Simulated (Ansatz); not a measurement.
Relaxed SnTe (rock salt):

```
CELL_PARAMETERS angstrom
      0.00000     6.40926     6.40926
      3.20463     0.00000     3.20463
      3.20463     3.20463     0.00000
ATOMIC_POSITIONS crystal
  Te 0.00000 0.00000 0.00000
  Te 0.50000 0.00000 0.00000
  Sn 0.25000 0.50000 0.50000
  Sn 0.75000 0.50000 0.50000
```

A phonon eigenvector at L = (0.5, 0.0, 0.0) is frozen into this cell: atom i moves by Q times the vector below, so Q is the largest atomic displacement, in Å. The cell is held. (q is in reciprocal vectors of the primitive cell; the cell shown is doubled to hold the pattern.)

| atom | x | y | z |
|---|---|---|---|
| Te1 | 0.577 | -0.577 | -0.577 |
| Te2 | -0.577 | 0.577 | 0.577 |

Atoms not listed stay in place.

Level of theory: PBE (plane waves to 420 eV, PAW, scalar-relativistic; Ansatz, a first-principles code). k mesh 13×13×13 (Γ-centred), Fermi-Dirac smearing 0.05 eV. Energies are smeared free energies. SnTe was relaxed with its symmetry unable to fall. Spin-orbit coupling is left out, though Te is heavy. The PAW data are Ansatz's earlier set. ΔE is measured from the undisplaced structure.

| Q (Å) | ΔE (meV/cell) |
|---|---|
| -0.1000 | 48.6 |
| -0.0833 | 33.8 |
| -0.0667 | withheld |
| -0.0500 | 12.2 |
| -0.0333 | 5.4 |
| -0.0167 | 1.4 |
| 0.0000 | 0.0 |
| 0.0167 | 1.4 |
| 0.0333 | 5.4 |
| 0.0500 | 12.2 |
| 0.0667 | withheld |
| 0.0833 | 33.8 |
| 0.1000 | 48.6 |

### Question
Fit an even polynomial form (powers 2, 4) to the given rows and predict ΔE at Q = -0.0667.

### Answer
Least squares on the 11 given rows: ΔE = (4890)·Q² + (-2986)·Q⁴, in meV/cell with Q in Å; root-mean-square residual 0.02 meV/cell. At -0.0667 the fit gives 21.7 meV/cell; the calculation gives 21.6 meV/cell, so the interpolation is off by 0.1 (+0.5 %). The quadratic term alone would give 21.8 meV/cell.

(For displaced atoms, the force is minus the slope of the energy, and its curvature is a force constant, which sets phonon frequencies.)
